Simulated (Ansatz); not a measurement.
## Sn5Se2S3 (I4/mmm) at 2 levels of theory

One geometry, relaxed with PBE; plane waves with PAW potentials in Ansatz, scalar-relativistic. No spin polarisation. Gaps are the least over mesh and band path; pressure is positive in compression.

Space group I4/mmm (No. 139). a = 4.202 Å, b = 4.202 Å, c = 29.660 Å, α = 90.00°, β = 90.00°, γ = 90.00°
| atom | site | symmetry | x | y | z |
| --- | --- | --- | --- | --- | --- |
| Sn | 4e | 4mm | 0.5000 | 0.5000 | 0.1972 |
| Sn | 4e | 4mm | 0.5000 | 0.5000 | 0.4024 |
| Sn | 2b | 4/mmm | 0.5000 | 0.5000 | 0.0000 |
| Se | 4e | 4mm | 0.5000 | 0.5000 | 0.3007 |
| S | 4e | 4mm | 0.0000 | 0.0000 | 0.4017 |
| S | 2a | 4/mmm | 0.0000 | 0.0000 | 0.0000 |

| level | cutoff (eV) | k mesh | gap (eV) | pressure (GPa) |
| --- | --- | --- | --- | --- |
| PBE | 420 | 12×12×12 | 0.02 | 0.0 |

Q: What comes out on the same cell with LDA?

A:
| level | cutoff (eV) | k mesh | gap (eV) | pressure (GPa) |
| --- | --- | --- | --- | --- |
| LDA | 420 | 12×12×12 | 0.00 | -4.3 |

It was reached by relaxing an invented guess, and it needn't be the stable form of this composition.
